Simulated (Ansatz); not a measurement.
The start is a generated cell, Y placed in the AFLOW prototype A_tP12_96_ab (as in Si). A full variable-cell relaxation at zero pressure is run with r2SCAN (plane waves to 500 eV, PAW, scalar-relativistic; Ansatz, a first-principles code). The first steps use a coarse 4×4×3 k-mesh.

The start:
```
Y
1.0
    6.80438     0.00000     0.00000
    0.00000     6.80438     0.00000
    0.00000     0.00000     8.57352
Y
12
Direct
  0.08490   0.08490   0.00000
  0.58490   0.41510   0.25000
  0.41510   0.58490   0.75000
  0.91510   0.91510   0.50000
  0.17520   0.37920   0.27420
  0.67520   0.12080   0.97580
  0.32480   0.87920   0.47580
  0.82480   0.62080   0.77420
  0.62080   0.82480   0.22580
  0.12080   0.67520   0.02420
  0.87920   0.32480   0.52420
  0.37920   0.17520   0.72580
```

Does the structure survive the relaxation? Give the final space group.

The space group goes from P4₃2₁2 (No. 96) to P4₁2₁2 (No. 92), with 4 atoms in the primitive cell.

How do the shortest distances between atoms change?

The closest pairs of elements (up to four, under 3.6 Å), start → end: Y–Y 2.81 → 3.36 Å.

What band gap does the relaxed structure have at this level?

Zero (metallic).

Final values are on a 6×6×11 k-mesh of the relaxed cell. The start holds a very short contact (Y–Y 2.81 Å). No spin polarisation in the result.

The run could not lose the symmetry of its start, so the end can be a saddle point.

The relaxed structure here is a generated cell of Y: the first start was made by placing the elements on the sites of a structure type, and the end was not matched to a known phase here, so it may be hypothetical. Known forms of Y include space group No. 194.
